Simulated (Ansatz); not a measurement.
Mo (bcc, W type)

```yaml
crystal:
  lattice:
    - [-3.15061, 3.15061, 3.15061]
    - [1.57530, -1.57530, 1.57530]
    - [1.57530, 1.57530, -1.57530]
  atoms:
    - { symbol: Mo, position: [0.00000, 0.00000, 0.00000] }
    - { symbol: Mo, position: [0.50000, 0.00000, 0.00000] }
```

In each cell atom 1 (Mo, nearest neighbour Mo at 2.729 Å; its periodic images, 2.7 Å or more away, move with it) moves by s·(0.707, 0.707, 0.000) (along Cartesian [110]), the rest being held.

Level of theory: r2SCAN (plane waves to 500 eV, PAW, scalar-relativistic; Ansatz, a first-principles code). k mesh 17×17×17 (Γ-centred), Fermi-Dirac smearing 0.05 eV. Energies are smeared free energies. Compression counts positive. With partly filled bands, energies and forces of such displacements shift with the k mesh and the smearing. F∥ is the force on the atom along that direction. F⊥ is the part of the force across the line. On this mesh the relaxed cell isn't quite at rest: it carries a pressure of 0.1 GPa (compression positive) at the zero of the scan. Mo is run without spin polarisation. Mo was relaxed with its symmetry unable to fall. The zero of ΔE is the undisplaced structure.

```
s (Å)   ΔE (meV/cell)  F∥ (eV/Å)  |F⊥| (eV/Å)  P (GPa)
------  -------------  ---------  -----------  -------
-0.270            256      1.940        0.953      4.2
-0.216            163      1.532        0.771      2.7
-0.162             91      1.130        0.593      1.6
-0.108             40      0.750        0.397      0.8
-0.054             10      0.369        0.201      0.3
0.000               0      0.000        0.000      0.1
0.054              10     -0.369        0.201      0.3
0.108              40     -0.750        0.397      0.8
0.162              91     -1.130        0.593      1.6
0.216             163     -1.532        0.771      2.7
0.270             256     -1.940        0.953      4.2
```

Summary:

| Quantity | Value |
|---|---|
| Energy at s = 0.270 Å | 256 meV/cell |
| Force along the line at s = -0.270 Å | 1.94 eV/Å |
| Symmetry of the curve | even: the same for both signs |
| Shape of the curve | a single well with its minimum at or next to zero displacement |
| Force constant k = d²E/ds² at s = 0 (finite differences) | 6.81 eV/Å² |
| Harmonic estimate at the end of the scan | ½ks² = 248 meV/cell against the computed 256 meV/cell, so the well is close to harmonic there |

(A displaced cell: forces are minus the slopes of the energy, force constants its curvatures, and phonons follow from these.)
